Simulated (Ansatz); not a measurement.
SiMo in space group P6/mmm (No. 191; Mo on 3f, Si on 1a, Si on 2d) at seven volumes, DFT-PBE in the program Ansatz with PAW potentials, shape and atoms relaxed at each. One row is withheld.

| V (Å³/atom) | P (GPa) |
|---|---|
| 15.798 | 19.79 |
| 16.319 | 12.13 |
| 16.840 | 5.58 |
| 17.360 | -0.01 |
| 17.881 | ? |
| 18.402 | -8.83 |
| 18.923 | -12.27 |

Question: Fit the shown pressures and predict the withheld one.

Answer: P = (3/2)B₀(x^(7/2) − x^(5/2))[1 + (3/4)(B′ − 4)(x − 1)] with x = (V₀/V)^(2/3). Least squares on the six rows gives V₀ = 17.360 Å³/atom, B₀ = 171 GPa, B′ = 4.29. At V = 17.881, x = 0.9805 and P = -4.75 GPa. The run itself gave -4.78 GPa.

The cell is a constructed one: a structure type filled with these elements; neither database checked (COD, Materials Project) lists it. Its standing as an ambient phase is unchecked. The PBE relaxation kept the symmetry of its start; its stability against distortions is not shown here. The run is not spin-polarised.

Potentials: the later of the program's two PAW sets.
